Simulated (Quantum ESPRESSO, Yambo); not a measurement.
**Levels of theory for the gap of KSc2F7**

KSc$_{2}$F$_{7}$ (space group Cmmm, No. 65): one geometry, one set of norm-conserving PBEsol (Quantum ESPRESSO, 84 Ry, scalar-relativistic) orbitals, self-energies from Yambo (2×2×4 Γ-centred k mesh, bands 3 to 166 and a 6 Ry block in the screening, 166 bands in G with the Bruneval-Gonze terminator, plasmon pole fitted at 27.2 eV).

The geometry is that of Materials Project entry mp-28439, symmetrised and not relaxed again.

```
level                                                        gap Γ → (-0.5, -0.5, 0) (eV)  direct gap at (-0.5, -0.5, 0) (eV)                   rough Yambo cost
-----------------------------------------------------------  ----------------------------  ----------------------------------  ---------------------------------
PBEsol (Quantum ESPRESSO)                                                            5.87                                5.89                                  –
exchange only (Hartree-Fock self-energy on PBEsol orbitals)                         21.57                               21.76              about 1/8 (12 states)
static COHSEX@PBEsol                                                                11.55                               11.65  within a factor of two (3 states)
G0W0@PBEsol, plasmon pole                                                           10.71                               10.77                      1 (12 states)
```

Bare exchange has no screening and gives the widest gap; static COHSEX screens it but leaves out the frequency dependence, which G0W0 restores.

Costs are rough ratios of core time on shared machines.

Nearest settings tried, and what they do to the gap: 115 bands in W, 115 bands in G: +87 meV; 1 Ry block (17 vectors against 241): +3060 meV. Not varied: mesh. So the settings aren't converged at that level.

The structure is a Materials Project entry; no match was found in the copy of COD used, and its stability was not checked.
